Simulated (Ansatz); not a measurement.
Ansatz 0.2.0, relaxation: CsB$_{3}$H$_{3}$

Run with:

```bash
ansatz run input.yaml --threads 2 --pin off --max-ram 2560MiB --backend cpu --events-out ev --progress --plain --runs-dir out
```

The input file (Ansatz 0.2.0, plane waves):

```yaml
crystal:
  lattice:
    - [0.0, 4.796708, 4.796708]
    - [4.796708, 0.0, 4.796708]
    - [4.796708, 4.796708, 0.0]
  atoms:
    - { symbol: Cs, position: [0.25, 0.25, 0.25] }
    - { symbol: Cs, position: [0.75, 0.75, 0.75] }
    - { symbol: H, position: [0.7565, 0.2435, 0.2435] }
    - { symbol: H, position: [0.2435, 0.7565, 0.2435] }
    - { symbol: H, position: [0.2435, 0.7565, 0.7565] }
    - { symbol: H, position: [0.7565, 0.2435, 0.7565] }
    - { symbol: H, position: [0.2435, 0.2435, 0.7565] }
    - { symbol: H, position: [0.7565, 0.7565, 0.2435] }
    - { symbol: B, position: [0.8726, 0.1274, 0.1274] }
    - { symbol: B, position: [0.1274, 0.8726, 0.1274] }
    - { symbol: B, position: [0.1274, 0.8726, 0.8726] }
    - { symbol: B, position: [0.8726, 0.1274, 0.8726] }
    - { symbol: B, position: [0.1274, 0.1274, 0.8726] }
    - { symbol: B, position: [0.8726, 0.8726, 0.1274] }
  symmetry: { tolerance: 0.0003 }
kpoints:
  mp_grid: { grid: [6, 6, 6], shift: [0, 0, 0] }
magnetization:
  spin_polarized: false
scf:
  occupations: { method: methfessel_paxton, width: 0.0204 }
  lower_state_search: "off"
hamiltonian:
  pseudopotentials: { kind: paw }
  xc: pbesol
basis:
  ecutwfc: 420
  fft_grid_basis: typed
relax:
  max_steps: 40
  cell: { p_target: 5.0 }
  f_tol: 0.03
output:
  forces: true
  stress: true
  eigenvalues: true
  bader: true
  populations: true
  elf: true
  write_potential: true
  volumetric_format: npy
  dos:
    e_range: [-12, 8]
    de: 0.05
    projected: { site_lists: { B: [B], Cs: [Cs], H: [H] } }
  write_density: true
checkpoint:
  read: saved_state
```

Origin of the cell: a database entry, scaled a little.

The saved state is a converged single point of the same cell.

Steps («new basis» is an SCF on plane waves selected anew at the same cell):

| step | ΔH (meV/atom) | max force component (eV/Å) | P (GPa) | volume (Å³) | SCF iterations | step was |
| --- | --- | --- | --- | --- | --- | --- |
| 1 | 0.0 | 2.757 | 3.81 | 220.73 | 5 | accepted |
| 2 | -106.1 | 1.171 | 4.23 | 190.61 | 7 | accepted |
| 3 | -131.7 | 0.437 | 7.09 | 167.36 | 7 | accepted |
| 4 | -133.5 | 0.257 | 5.57 | 170.85 | 5 | accepted |
| 5 | -133.9 | 0.205 | 5.11 | 170.47 | 4 | accepted |
| 6 | -134.1 | 0.004 | 5.00 | 171.27 | 4 | accepted |
| 7 | -132.9 | 0.003 | 4.86 | 171.27 | 6 | new basis |
| 8 | -132.9 | 0.001 | 5.00 | 170.72 | 5 | accepted |
| 9 | -132.9 | 0.001 | 5.00 | 170.72 | 4 | new basis |

Step 1, with forces in eV/Å:

```xyz
14
Lattice="0.000 4.797 4.797 4.797 0.000 4.797 4.797 4.797 0.000" Properties=species:S:1:pos:R:3:forces:R:3 pbc="T T T" step=1
Cs    2.398    2.398    2.398    0.000    0.000    0.000
Cs    7.195    7.195    7.195    0.000    0.000    0.000
H     2.336    4.797    4.797    2.757    0.000    0.000
H     4.797    2.336    4.797    0.000    2.757    0.000
H     7.257    4.797    4.797   -2.757    0.000    0.000
H     4.797    7.257    4.797    0.000   -2.757    0.000
H     4.797    4.797    2.336    0.000    0.000    2.757
H     4.797    4.797    7.257    0.000    0.000   -2.757
B     1.222    4.797    4.797   -2.726    0.000    0.000
B     4.797    1.222    4.797    0.000   -2.726    0.000
B     8.371    4.797    4.797    2.726    0.000    0.000
B     4.797    8.371    4.797    0.000    2.726    0.000
B     4.797    4.797    1.222    0.000    0.000   -2.726
B     4.797    4.797    8.371    0.000    0.000    2.726
```

Step 2, with forces in eV/Å:

```xyz
14
Lattice="0.000 4.568 4.568 4.568 0.000 4.568 4.568 4.568 0.000" Properties=species:S:1:pos:R:3:forces:R:3 pbc="T T T" step=2
Cs    2.284    2.284    2.284    0.000    0.000    0.000
Cs    6.852    6.852    6.852    0.000    0.000    0.000
H     2.379    4.568    4.568    1.171    0.000    0.000
H     4.568    2.379    4.568    0.000    1.171    0.000
H     6.756    4.568    4.568   -1.171    0.000    0.000
H     4.568    6.756    4.568    0.000   -1.171    0.000
H     4.568    4.568    2.379    0.000    0.000    1.171
H     4.568    4.568    6.756    0.000    0.000   -1.171
B     1.215    4.568    4.568   -1.083    0.000    0.000
B     4.568    1.215    4.568    0.000   -1.083    0.000
B     7.921    4.568    4.568    1.083    0.000    0.000
B     4.568    7.921    4.568    0.000    1.083    0.000
B     4.568    4.568    1.215    0.000    0.000   -1.083
B     4.568    4.568    7.921    0.000    0.000    1.083
```

Step 3, with forces in eV/Å:

```xyz
14
Lattice="0.000 4.374 4.374 4.374 0.000 4.374 4.374 4.374 0.000" Properties=species:S:1:pos:R:3:forces:R:3 pbc="T T T" step=3
Cs    2.187    2.187    2.187    0.000    0.000    0.000
Cs    6.561    6.561    6.561    0.000    0.000    0.000
H     2.399    4.374    4.374    0.437    0.000    0.000
H     4.374    2.399    4.374    0.000    0.437    0.000
H     6.348    4.374    4.374   -0.437    0.000    0.000
H     4.374    6.348    4.374    0.000   -0.437    0.000
H     4.374    4.374    2.399    0.000    0.000    0.437
H     4.374    4.374    6.348    0.000    0.000   -0.437
B     1.208    4.374    4.374   -0.324    0.000    0.000
B     4.374    1.208    4.374    0.000   -0.324    0.000
B     7.540    4.374    4.374    0.324    0.000    0.000
B     4.374    7.540    4.374    0.000    0.324    0.000
B     4.374    4.374    1.208    0.000    0.000   -0.324
B     4.374    4.374    7.540    0.000    0.000    0.324
```

Step 4, with forces in eV/Å:

```xyz
14
Lattice="0.000 4.404 4.404 4.404 0.000 4.404 4.404 4.404 0.000" Properties=species:S:1:pos:R:3:forces:R:3 pbc="T T T" step=4
Cs    2.202    2.202    2.202    0.000    0.000    0.000
Cs    6.606    6.606    6.606    0.000    0.000    0.000
H     2.413    4.404    4.404    0.234    0.000    0.000
H     4.404    2.413    4.404    0.000    0.234    0.000
H     6.396    4.404    4.404   -0.234    0.000    0.000
H     4.404    6.396    4.404    0.000   -0.234    0.000
H     4.404    4.404    2.413    0.000    0.000    0.234
H     4.404    4.404    6.396    0.000    0.000   -0.234
B     1.212    4.404    4.404   -0.257    0.000    0.000
B     4.404    1.212    4.404    0.000   -0.257    0.000
B     7.597    4.404    4.404    0.257    0.000    0.000
B     4.404    7.597    4.404    0.000    0.257    0.000
B     4.404    4.404    1.212    0.000    0.000   -0.257
B     4.404    4.404    7.597    0.000    0.000    0.257
```

Step 5, with forces in eV/Å:

```xyz
14
Lattice="0.000 4.401 4.401 4.401 0.000 4.401 4.401 4.401 0.000" Properties=species:S:1:pos:R:3:forces:R:3 pbc="T T T" step=5
Cs    2.200    2.200    2.200    0.000    0.000    0.000
Cs    6.601    6.601    6.601    0.000    0.000    0.000
H     2.426    4.401    4.401   -0.116    0.000    0.000
H     4.401    2.426    4.401    0.000   -0.116    0.000
H     6.376    4.401    4.401    0.116    0.000    0.000
H     4.401    6.376    4.401    0.000    0.116    0.000
H     4.401    4.401    2.426    0.000    0.000   -0.116
H     4.401    4.401    6.376    0.000    0.000    0.116
B     1.209    4.401    4.401    0.205    0.000    0.000
B     4.401    1.209    4.401    0.000    0.205    0.000
B     7.593    4.401    4.401   -0.205    0.000    0.000
B     4.401    7.593    4.401    0.000   -0.205    0.000
B     4.401    4.401    1.209    0.000    0.000    0.205
B     4.401    4.401    7.593    0.000    0.000   -0.205
```

Step 7, with forces in eV/Å:

```xyz
14
Lattice="0.000 4.408 4.408 4.408 0.000 4.408 4.408 4.408 0.000" Properties=species:S:1:pos:R:3:forces:R:3 pbc="T T T" step=7
Cs    2.204    2.204    2.204    0.000    0.000    0.000
Cs    6.612    6.612    6.612    0.000    0.000    0.000
H     2.423    4.408    4.408   -0.003    0.000    0.000
H     4.408    2.423    4.408    0.000   -0.003    0.000
H     6.392    4.408    4.408    0.003    0.000    0.000
H     4.408    6.392    4.408    0.000    0.003    0.000
H     4.408    4.408    2.423    0.000    0.000   -0.003
H     4.408    4.408    6.392    0.000    0.000    0.003
B     1.211    4.408    4.408   -0.001    0.000    0.000
B     4.408    1.211    4.408    0.000   -0.001    0.000
B     7.604    4.408    4.408    0.001    0.000    0.000
B     4.408    7.604    4.408    0.000    0.001    0.000
B     4.408    4.408    1.211    0.000    0.000   -0.001
B     4.408    4.408    7.604    0.000    0.000    0.001
```

Step 9, with forces in eV/Å:

```xyz
14
Lattice="0.000 4.403 4.403 4.403 0.000 4.403 4.403 4.403 0.000" Properties=species:S:1:pos:R:3:forces:R:3 pbc="T T T" step=9
Cs    2.202    2.202    2.202    0.000    0.000    0.000
Cs    6.605    6.605    6.605    0.000    0.000    0.000
H     2.423    4.403    4.403    0.001    0.000    0.000
H     4.403    2.423    4.403    0.000    0.001    0.000
H     6.383    4.403    4.403   -0.001    0.000    0.000
H     4.403    6.383    4.403    0.000   -0.001    0.000
H     4.403    4.403    2.423    0.000    0.000    0.001
H     4.403    4.403    6.383    0.000    0.000   -0.001
B     1.211    4.403    4.403    0.001    0.000    0.000
B     4.403    1.211    4.403    0.000    0.001    0.000
B     7.595    4.403    4.403   -0.001    0.000    0.000
B     4.403    7.595    4.403    0.000   -0.001    0.000
B     4.403    4.403    1.211    0.000    0.000    0.001
B     4.403    4.403    7.595    0.000    0.000   -0.001
```

```yaml
Enthalpy_lowered_by: 132.9 meV/atom
Volume_change: -22.65 %
Final_pressure: 5.00 GPa
Relaxation_steps_listed: 9
Gap_on_the_mesh: 3.59 eV
```

Caveats: the database entry stands far from equilibrium and may be faulty; the relaxation held the start's symmetry, so the end may be a saddle point.

The run took 2.6 min on 2 threads of Arm Neoverse N1, on a shared host, peak memory 0.56 GiB, from a saved density.
